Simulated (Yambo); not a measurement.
**Optical response of RbCl at -0.7 % isotropic strain**

```
RbCl
1.0
    3.85888     0.00000     0.00000
    0.00000     3.85888     0.00000
    0.00000     0.00000     3.85888
Cl Rb
1 1
Direct
  0.50000   0.50000   0.50000
  0.00000   0.00000   0.00000
```

Yambo, RPA with local fields on PBEsol bands; 10×10×10 mesh, 41 bands, 4 Ry local-field block, 0.2 eV broadening; field along x.

| E (eV) | Im ε | Re ε | Im ε, independent particles |
|---|---|---|---|
| 0.0 | 0.00 | 2.61 | 0.00 |
| 0.5 | 0.00 | 2.61 | 0.00 |
| 1.0 | 0.01 | 2.62 | 0.01 |
| 1.5 | 0.01 | 2.64 | 0.01 |
| 2.0 | 0.02 | 2.68 | 0.02 |
| 2.5 | 0.02 | 2.72 | 0.03 |
| 3.0 | 0.03 | 2.78 | 0.04 |
| 3.5 | 0.04 | 2.86 | 0.05 |
| 4.0 | 0.05 | 2.97 | 0.07 |
| 4.5 | 0.08 | 3.12 | 0.10 |
| 5.0 | 0.16 | 3.36 | 0.20 |
| 5.5 | 0.42 | 3.59 | 0.49 |
| 6.0 | 0.65 | 3.75 | 0.79 |
| 6.5 | 1.06 | 3.95 | 1.42 |
| 7.0 | 1.70 | 4.35 | 2.57 |
| 7.5 | 2.99 | 3.72 | 4.39 |
| 8.0 | 3.16 | 2.49 | 4.02 |
| 8.5 | 2.83 | 1.95 | 3.49 |
| 9.0 | 2.09 | 1.50 | 2.77 |
| 9.5 | 1.74 | 1.73 | 2.86 |
| 10.0 | 2.31 | 2.18 | 4.24 |
| 10.5 | 2.67 | 1.31 | 3.18 |
| 11.0 | 2.31 | 0.42 | 1.92 |
| 11.5 | 1.68 | 0.38 | 1.41 |
| 12.0 | 1.06 | 0.32 | 1.00 |
| 12.5 | 0.67 | 0.81 | 0.86 |
| 13.0 | 0.66 | 1.24 | 1.03 |
| 13.5 | 0.78 | 1.53 | 1.40 |
| 14.0 | 0.93 | 1.73 | 1.73 |
| 14.5 | 1.39 | 1.87 | 2.45 |
| 15.0 | 1.80 | 1.61 | 2.77 |
| 15.5 | 1.89 | 0.99 | 2.76 |
| 16.0 | 1.65 | 0.82 | 2.48 |
| 16.5 | 1.32 | 0.73 | 2.18 |
| 17.0 | 1.14 | 0.79 | 2.13 |
| 17.5 | 1.15 | 0.87 | 2.23 |
| 18.0 | 1.26 | 1.03 | 2.46 |
| 18.5 | 1.42 | 0.83 | 2.45 |
| 19.0 | 1.49 | 0.70 | 1.77 |
| 19.5 | 1.38 | 0.49 | 1.16 |
| 20.0 | 1.30 | 0.39 | 0.91 |

Structure narrower than a few tenths of an eV can come from the finite k mesh. Convergence of the RPA response with its 10×10×10 mesh was not tested. No excitonic effects at this level.

Geometry strained from the cell relaxed with PBEsol, atoms relaxed again.

This is not the ordinary phase of the substance.
